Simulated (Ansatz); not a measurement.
A: CdTe (zinc blende), a = b = c = 6.5581 Å, α = β = γ = 90.00°
B: GaSb (zinc blende), a = b = c = 6.1335 Å, α = β = γ = 90.00°
C: SiC (zinc blende), a = b = c = 4.3566 Å, α = β = γ = 90.00°

Scan: energy against volume (even scaling of the relaxed cell, symmetry kept). All come from one method, each on a k mesh of its own. All were relaxed with their symmetry unable to fall. Spin-orbit coupling is left out. The PAW data are Ansatz's earlier set.

Q: Order them by bulk modulus (fitted) (lowest first) at the level r2SCAN (plane waves to 500 eV, PAW, scalar-relativistic; Ansatz, a quantum-chemistry and plane-wave program).

A: A (40.2 GPa), B (52.9 GPa), C (227 GPa)

(A scan under strain: stresses follow from slopes of the energy per volume, elastic moduli from its curvatures.)
